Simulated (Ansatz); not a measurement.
GaP (wurtzite, P6_3mc) at seven volumes, DFT-PBEsol in the program Ansatz with PAW potentials, shape and atoms relaxed at each. One row is withheld.

```
V (Å³/atom)  P (GPa)
-----------  -------
18.289          9.84
18.892          6.01
19.495          2.76
20.098          0.00
20.701         -2.34
21.304             ?
21.907         -6.01
```

Task: Fit the shown pressures and predict the withheld one.

Result: Third-order Birch–Murnaghan: P = (3/2)B₀(x^(7/2) − x^(5/2))[1 + (3/4)(B′ − 4)(x − 1)] with x = (V₀/V)^(2/3). Least squares on the six rows gives V₀ = 20.099 Å³/atom, B₀ = 84.50 GPa, B′ = 4.45. At V = 21.304, x = 0.9619 and P = -4.32 GPa. The run itself gave -4.33 GPa.

The first step of the workflow began from a Materials Project structure, measured or hypothetical; the Crystallography Open Database copy checked does not list it. It is not the phase usual at ambient conditions (space group No. 216). The cell was relaxed with PBEsol under the symmetry of its start; its stability against distortions is not shown here. Spin–orbit coupling is left out wherever it is not named.

Potentials: the later of the program's two PAW sets.
